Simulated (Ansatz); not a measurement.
## Relaxing a structure of B6As

The start is a generated cell, B6As built in the AFLOW prototype A6B_hR7_166_g_a (as in CaC6). Cell shape, volume and atoms are optimised at zero target pressure with PBEsol (plane waves to 420 eV, PAW, scalar-relativistic; Ansatz, an electronic-structure program). The first steps use a coarse 7×7×7 k-mesh.

Starting cell:
```yaml
crystal:
  lattice:
    - [2.07529, 1.19817, 4.33391]
    - [-2.07529, 1.19817, 4.33391]
    - [0.00000, -2.39633, 4.33391]
  atoms:
    - { symbol: B, position: [0.16667, 0.83333, 0.50000] }
    - { symbol: B, position: [0.50000, 0.16667, 0.83333] }
    - { symbol: B, position: [0.83333, 0.50000, 0.16667] }
    - { symbol: B, position: [0.83333, 0.16667, 0.50000] }
    - { symbol: B, position: [0.50000, 0.83333, 0.16667] }
    - { symbol: B, position: [0.16667, 0.50000, 0.83333] }
    - { symbol: As, position: [0.00000, 0.00000, 0.00000] }
```

How large is the pressure on the unrelaxed cell, and of which sign?

+104 GPa (positive: the cell is compressed).

By how much does the energy per atom fall from start to end?

1.84 eV/atom.

How does the volume change?

+18.0 %, from 9.24 to 10.90 Å³/atom.

What band gap does the relaxed structure have at this level?

Zero (metallic).

What does it relax into? Give the structure.


Space group R-3m, hexagonal axes (No. 166); a = b = 5.101 Å, c = 10.155 Å, α = β = 90.00°, γ = 120.00°

```json
[
 {"atom": "B", "site": "18g", "symmetry": ".2", "x": "0.3325", "y": "0.3325", "z": "0.5000"},
 {"atom": "As", "site": "3a", "symmetry": "-3m", "x": "0.0000", "y": "0.0000", "z": "0.0000"}
]
```
(The calculation used a cell of 7 atoms; values per cell refer to that cell.)

The space group stays R-3m (No. 166) (the run could not lower it), with 7 atoms in the primitive cell. Final values are on a 12×12×12 k-mesh of the relaxed cell. No spin polarisation in the result. The relaxed primitive cell holds an odd number of electrons. A magnetic state may lie lower.

The run could not lower the symmetry of its start; a shaken copy of this end point relaxes with PBEsol to P1 (No. 1), 0.36 eV/atom lower.

The first start was generated by placing the elements on the sites of a structure type. Materials Project lists a structure of B6As in the same space group, R-3m (No. 166); the sites were not compared with it, nor with measured phases.
